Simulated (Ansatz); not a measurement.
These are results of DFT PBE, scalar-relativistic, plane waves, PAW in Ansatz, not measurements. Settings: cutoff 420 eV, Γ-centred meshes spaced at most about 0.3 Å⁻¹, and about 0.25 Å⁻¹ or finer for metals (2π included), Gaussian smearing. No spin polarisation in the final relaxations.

These are static total energies at zero pressure. All come from trial cells, and lower structures may exist.

Question: These unrelaxed guesses for Mg2Te3O are each relaxed within their symmetry. Order them by the energy at which they end, lowest first.
A.

```xyz
6
Lattice="4.1340 2.3867 2.9353 -4.1340 2.3867 2.9353 0.0000 -4.7735 2.9353" Properties=species:S:1:pos:R:3 pbc="T T T"
Mg    0.0000    0.0000    6.7875
Mg    0.0000    0.0000    2.0183
Te   -2.0670    1.1934    1.4676
Te    0.0000   -2.3867    1.4676
Te    2.0670    1.1934    1.4676
O     0.0000    0.0000    4.4029
```

B.

```xyz
6
Lattice="3.8300 0.0000 0.0000 0.0000 3.8300 0.0000 0.0000 0.0000 8.5902" Properties=species:S:1:pos:R:3 pbc="T T T"
Mg    1.9150    0.0000    6.3093
Mg    0.0000    1.9150    2.2809
Te    1.9150    0.0000    3.3172
Te    0.0000    1.9150    5.2730
Te    0.0000    0.0000    0.0000
O     1.9150    1.9150    0.0000
```

C.

```xyz
6
Lattice="3.1171 -4.9812 0.0000 3.1171 4.9812 0.0000 0.0000 0.0000 5.0698" Properties=species:S:1:pos:R:3 pbc="T T T"
Mg    4.7064    0.0000    2.5349
Mg    1.5278    0.0000    2.5349
Te    3.1171   -2.6241    2.5349
Te    3.1171    2.6241    2.5349
Te    0.0000    0.0000    0.0000
O     0.0000    0.0000    2.5349
```

D.

```xyz
6
Lattice="3.9126 0.0000 0.0000 0.0000 3.9126 0.0000 0.0000 0.0000 9.5377" Properties=species:S:1:pos:R:3 pbc="T T T"
Mg    0.0000    0.0000    0.0904
Mg    1.9563    1.9563    4.7099
Te    0.0000    0.0000    6.3993
Te    0.0000    0.0000    3.1070
Te    1.9563    1.9563    7.9561
O     1.9563    1.9563    1.5814
```

Answer: D (ends in P4mm, 0 meV/atom), A (ends in R-3m, 207 meV/atom), C (ends in Cmmm, 247 meV/atom), B (ends in P-4m2, 0.32 eV/atom).

No dispersion correction is applied, so the spacing and binding between layers, chains or molecules are poorly described (P4mm, Cmmm, P-4m2), and this can change margins and order among such cells. Spin–orbit coupling, which can matter for Te, is left out. Cells relaxed within their symmetry can be saddle points. Some candidate types were left out of the draw beforehand, so a known form may be missing.
